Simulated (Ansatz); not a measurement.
AlCo:
```
CELL_PARAMETERS angstrom
      2.85198     0.00000     0.00000
      0.00000     2.85198     0.00000
      0.00000     0.00000     2.85198
ATOMIC_POSITIONS crystal
  Al 0.00000 0.00000 0.00000
  Co 0.50000 0.50000 0.50000
```

Relaxed with PBE.

### Question
Map the electron localisation function on the plane through (0.000, 0.000, 0.000) spanned by u = [1, 0, 0] and v = [0, 1, 1] in lattice vectors, from plane-wave PAW PBE (Ansatz code).

### Answer
x is the fraction of u, y of v (the angle between them is 90°; rows are the nearest grid lines); atoms in the plane: Al at (0.00, 0.00), Co at (0.50, 0.50).
```
y \ x  0.000  0.0625  0.188  0.250  0.375  0.438  0.562  0.625  0.750  0.812  0.938   1.00
-----  -----  ------  -----  -----  -----  -----  -----  -----  -----  -----  -----  -----
1.00   0.038   0.116  0.031  0.190  0.489  0.500  0.500  0.489  0.190  0.031  0.116  0.038
0.900  0.014   0.016  0.160  0.363  0.498  0.482  0.482  0.498  0.363  0.160  0.016  0.014
0.850  0.083   0.111  0.369  0.472  0.465  0.431  0.431  0.465  0.472  0.369  0.111  0.083
0.750  0.511   0.509  0.459  0.384  0.232  0.197  0.197  0.232  0.384  0.459  0.509  0.511
0.700  0.507   0.491  0.338  0.253  0.213  0.214  0.214  0.213  0.253  0.338  0.491  0.507
0.600  0.436   0.377  0.163  0.196  0.547  0.739  0.739  0.547  0.196  0.163  0.377  0.436
0.550  0.421   0.340  0.136  0.201  0.788  0.942  0.942  0.788  0.201  0.136  0.340  0.421
0.450  0.421   0.340  0.136  0.201  0.788  0.942  0.942  0.788  0.201  0.136  0.340  0.421
0.400  0.436   0.377  0.163  0.196  0.547  0.739  0.739  0.547  0.196  0.163  0.377  0.436
0.300  0.507   0.491  0.338  0.253  0.213  0.214  0.214  0.213  0.253  0.338  0.491  0.507
0.250  0.511   0.509  0.459  0.384  0.232  0.197  0.197  0.232  0.384  0.459  0.509  0.511
0.150  0.083   0.111  0.369  0.472  0.465  0.431  0.431  0.465  0.472  0.369  0.111  0.083
0.100  0.014   0.016  0.160  0.363  0.498  0.482  0.482  0.498  0.363  0.160  0.016  0.014
0.000  0.038   0.116  0.031  0.190  0.489  0.500  0.500  0.489  0.190  0.031  0.116  0.038
```

The density is the valence pseudo-density with augmentation charge, so density and ELF within about 1 Å of a nucleus are not all-electron values.

Space group Pm-3m (CsCl type). The PBE relaxation kept the symmetry of its start; phonons on a q-mesh show no instability. No spin polarisation was allowed.

Potentials: the later of the program's two PAW sets.
